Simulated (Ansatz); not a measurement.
ZnSe (zinc blende, F-43m), a = b = c = 5.6336 Å, α = β = γ = 90.00°; the cell used has 2 atoms.

Relaxed with PBEsol. PBEsol (plane waves, PAW; program Ansatz) gives a gap of 1.23 eV.

Problem. What gap does HSE06 give on the same cell (Ansatz, PAW)?

Solution. 2.49 eV, 1.26 eV more. The hybrid was solved on a coarser mesh and at special points; its gap is the smallest among all of these.

```csv
k,v1 PBEsol,c1 PBEsol,v1 HSE06,c1 HSE06
Γ,0.00,1.23,0.00,2.49
X,-2.27,2.81,[?],[?]
L,-0.90,2.48,[?],[?]
W,-2.79,5.36,[?],[?]
K,-1.86,3.46,[?],[?]
```

Problem. Top valence (v1) and lowest conduction level (c1) in eV from each method's valence maximum (which need not be a listed point): supply the withheld HSE06 values.

Solution. 
- L, v1 HSE06: -0.94
- L, c1 HSE06: 3.69
- W, v1 HSE06: -2.87
- W, c1 HSE06: 6.43
- X, v1 HSE06: -2.38
- X, c1 HSE06: 3.81
- K, v1 HSE06: -1.95
- K, c1 HSE06: 4.54

Cost on shared cores: the PBEsol run (SCF on a 9×9×9 mesh, then bands and DOS) very roughly 18 core-seconds, the HSE06 run (SCF on 6×6×6, then a few points) around 2.2 core-minutes (rough); the tasks are unlike.

The cell was relaxed with PBEsol under the symmetry of its start. Spin–orbit coupling is left out wherever it is not named.

Potentials: the earlier of the program's two PAW sets.
